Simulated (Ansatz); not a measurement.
Si3N4:
```cif
data_N8Si6
_chemical_formula_sum 'Si6 N8'
_space_group_name_H-M_alt 'P 1'
_space_group_IT_number 1
_cell_length_a 5.46604
_cell_length_b 5.46604
_cell_length_c 5.46604
_cell_angle_alpha 60.000
_cell_angle_beta 60.000
_cell_angle_gamma 60.000
loop_
_space_group_symop_operation_xyz
  'x, y, z'
loop_
_atom_site_label
_atom_site_type_symbol
_atom_site_fract_x
_atom_site_fract_y
_atom_site_fract_z
_atom_site_occupancy
Si1 Si 0.62500 0.62500 0.62500 1
Si2 Si 0.12500 0.62500 0.62500 1
Si3 Si 0.62500 0.12500 0.62500 1
Si4 Si 0.62500 0.62500 0.12500 1
Si5 Si 0.25000 0.25000 0.25000 1
Si6 Si 0.00000 0.00000 0.00000 1
N1 N 0.86757 0.86757 0.86757 1
N2 N 0.39729 0.86757 0.86757 1
N3 N 0.86757 0.39729 0.86757 1
N4 N 0.86757 0.86757 0.39729 1
N5 N 0.38243 0.38243 0.38243 1
N6 N 0.85271 0.38243 0.38243 1
N7 N 0.38243 0.85271 0.38243 1
N8 N 0.38243 0.38243 0.85271 1
```

Relaxed with r²SCAN. DFT-r²SCAN in the program Ansatz with PAW potentials gives a gap of 4.03 eV.

Q: What gap does HSE06 give on the same cell (Ansatz, PAW)?

A: 4.76 eV, 0.73 eV more. The hybrid was solved on a coarser mesh and at special points; its gap is the smallest among all of these.

```json
[
 {"k": "Γ", "v1 r²SCAN": "-0.03", "c1 r²SCAN": "4.03", "v1 HSE06": "-0.04", "c1 HSE06": "4.76"},
 {"k": "X", "v1 r²SCAN": "-0.49", "c1 r²SCAN": "7.42", "v1 HSE06": "…", "c1 HSE06": "…"},
 {"k": "L", "v1 r²SCAN": "-0.38", "c1 r²SCAN": "5.67", "v1 HSE06": "…", "c1 HSE06": "…"},
 {"k": "W", "v1 r²SCAN": "-0.80", "c1 r²SCAN": "7.40", "v1 HSE06": "…", "c1 HSE06": "…"},
 {"k": "K", "v1 r²SCAN": "-0.25", "c1 r²SCAN": "6.95", "v1 HSE06": "…", "c1 HSE06": "…"}
]
```

Q: Top valence (v1) and lowest conduction level (c1) in eV from each method's valence maximum (which need not be a listed point): supply the withheld HSE06 values.

A: 
- X, v1 HSE06: -0.50
- X, c1 HSE06: 8.26
- K, v1 HSE06: -0.25
- K, c1 HSE06: 7.74
- L, v1 HSE06: -0.38
- L, c1 HSE06: 6.44
- W, v1 HSE06: -0.82
- W, c1 HSE06: 8.21

Cost on shared cores: the r²SCAN run (SCF on a 6×6×6 mesh, then bands and DOS) around 2.1 core-minutes (rough), the HSE06 run (SCF on 4×4×4, then a few points) around 5 core-minutes (rough); the tasks are unlike.

Space group Fd-3m. Symmetry was held in the r²SCAN relaxation; phonons on a q-mesh show no instability.

Potentials: the later of the program's two PAW sets.
